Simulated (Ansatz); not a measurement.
An Ansatz (an electronic-structure program) run. Input:

Ansatz 0.2 input:
```yaml
crystal:
  lattice:
    - [0.0, 2.614861599, 2.614861599]
    - [2.614861599, 0.0, 2.614861599]
    - [2.614861599, 2.614861599, 0.0]
  atoms:
    - { symbol: Mg, position: [0.5, 0.5, 0.5] }
    - { symbol: S, position: [0.0, 0.0, 0.0] }
kpoints:
  mp_grid: { grid: [9, 9, 9] }
basis: { xc_grid: 2 }
hamiltonian:
  xc: pbe
  pseudopotentials: { kind: paw }
scf:
  occupations: { method: fixed }
checkpoint: { read: static.run }
output: { bader: true, populations: true }
```

Output (shortened):

```
Pseudopotential: Mg, paw, valence charge 10
Pseudopotential: S, paw, valence charge 6
Functional definition: PBE
Crystal: 2 atoms, lattice volume = 35.758 Å³
Basis set: ecut = 420 eV, 725 PW (Γ), exchange–correlation on 50×50×50 points (8 copies of the dense FFT grid, shifted against one another)
Bands: 12, of which v1, the nominal top of the filled ones, is band 8 counted from 1 (7 counted from 0)
Symmetry: 48 space group operations
Space group: Fm-3m (ITA 225), of the structure as read, at distance tolerance 3.3e-5 Å
k-points: 35 of 729
Stability of the state it starts from, as read at its close in the unpolarized treatment …
iter 1 solved again at ethr=6.68e-6 eV; its pass at ethr=3.10e-3 eV (dr2=1.07e-3 eV) is discarded
SCF iter   1: F=—  HF=-2828.748911 eV  |F-HF|=—  |Δ(HF+E_count)|=         —  Δρ=1.68e-6  dr2=4.48e-10  ethr=6.68e-6  ⟨swp⟩=2.0  Hψ=3096  notcnv=0  defer=64
preconditioner: auto → none
SCF iter   2: F=—  HF=-2828.748912 eV  |F-HF|=—  |Δ(HF+E_count)|=   1.20e-6  Δρ=1.13e-6  dr2=3.10e-10  ethr=2.80e-12  ⟨swp⟩=6.8  Hψ=2110  notcnv=0
SCF iter   3: F=-2828.748912 eV  HF=-2828.748912 eV  |F-HF|=5.18e-11  |Δ(HF+E_count)|=  1.04e-10  Δρ=6.44e-7  dr2=7.39e-11  ethr=1.93e-12  ⟨swp⟩=1.0  Hψ=1256  notcnv=0
SCF 1 converged in 3 iterations: F = -2828.748912 eV  dr2 = 7.39e-11
SCF converged after 3 iterations
Free energy (F): -2828.748912 eV
Harris-Foulkes:  -2828.748912 eV  (|F-HF|=5.18e-11)
Internal energy: -2828.748912 eV  (E = F + TS)
E sigma→0 (E₀):  -2828.748912 eV
Fermi energy:    6.214532 eV
--- Per-component energies (eV) ---
  E_band       = -334.529483
  E_kinetic    = 184.897822
  E_local      = -1673.492681  (includes V_loc(G=0)·N_el)
  E_nonlocal   = 123.390496
  E_hartree    = 595.613972
  E_xc         = -127.571126
  E_vxc        = -126.803787  (∫ρ·V_xc dr)
  E_paw        = -893.120875  (= ΣΔE_a)
  E_vpaw       = -33.749037  (= ΣTr[D̂ρ^β])
  E_aug_tail   = -0.000001  (compensation charges beyond the density's cutoff)
  E_ewald      = -1038.466519
  E_smearing   =  0.000000  (= −TS)
  E_closure    = 0.000000  (closes the sum)
  Σ components = -2828.748912   (vs F -2828.748912, Δ=0.00e0)
  [band-id]    e_kinetic+e_local+e_nonlocal+2·e_hartree+e_vxc+e_vpaw+e_augmentation_tail = -334.529244   (vs E_band -334.529483, Δ=2.39e-4)
--- Band table (eV; the first three rows and the last of 35) ---
  k-point 0: bands = ["-68.5375", "-35.2891", "-35.2891", "-35.2891", "-6.3659", "6.2145", "6.2145", "6.2145", "9.8183", "14.1402", "14.1402", "14.1402"]
  k-point 1: bands = ["-68.5375", "-35.2898", "-35.2892", "-35.2892", "-6.2482", "5.3590", "6.1359", "6.1359", "10.5026", "13.8513", "14.3485", "14.3485"]
  k-point 2: bands = ["-68.5374", "-35.2916", "-35.2894", "-35.2894", "-5.9223", "3.8274", "5.9528", "5.9528", "11.1178", "14.1444", "14.1575", "14.1575"]
  k-point 34: bands = ["-68.5371", "-35.2933", "-35.2926", "-35.2913", "-4.7301", "2.7472", "3.3085", "4.1474", "11.3405", "13.5652", "13.8540", "15.2622"]
--- Löwdin populations: 2 sites ---
  site symbol       q [e]
     0     Mg      8.5566
     1      S      7.2964
  spilling = 0.009187 (of n_electrons = 16.000000)
--- Bader charges: 2 sites ---
  site symbol  charge [e]  shift [e]
     0     Mg      1.6703     0.0007
     1      S     -1.6703     0.0007
  shift: an alarm, by how much a part of what the PAW files miss would move the charge. Where it is large, compare
  with a run on PAW files of another source; a small one proves nothing
  estimated error of the sums over rays = 1.9e-4 e
```

Cost: very roughly 10 core-seconds on shared cores.

Symmetry was held in the PBE relaxation; phonons on a q-mesh show no instability.

Potentials: the later of the program's two PAW sets.

Ansatz is a plane-wave DFT program.
